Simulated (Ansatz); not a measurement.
SiGe:
```
CELL_PARAMETERS angstrom
      3.24182     0.00000     0.00000
      0.00000     3.24182     0.00000
      0.00000     0.00000     3.24182
ATOMIC_POSITIONS crystal
  Ge 0.00000 0.00000 0.00000
  Si 0.50000 0.50000 0.50000
```

Relaxed with PBE. Special points in fractions of this cell's reciprocal vectors: Γ (0.000, 0.000, 0.000); X (0.000, 0.500, 0.000); M (0.500, 0.500, 0.000); R (0.500, 0.500, 0.500).

Q: List the band energies nearest the Fermi level at these points for plane-wave PAW PBE with spin–orbit coupling (Ansatz code).

A: In eV from the Fermi level; about four levels below and three above (degenerate sets whole), none deeper than 8.9 eV; … stands for higher levels left out; points with the same levels are listed once.

```
k                    below                above
-  -----------------------  -------------------
Γ  -0.29 -0.29 -0.29 -0.29  3.63 3.63 3.63 3.63
X                        –  2.86 2.86 3.05 3.05
M  -5.63 -5.63 -5.58 -5.58  4.62 4.62 5.19 5.19
R  -1.92 -1.92 -1.92 -1.92        19.43 19.43 …
```

Space group Pm-3m (CsCl type). A made-up cell: these elements were put on the sites of a structure type; neither database checked (COD, Materials Project) lists it. Its standing as an ambient phase is unchecked. Symmetry was held in the PBE relaxation; its stability against distortions is not shown here.

Potentials: the earlier of the program's two PAW sets.
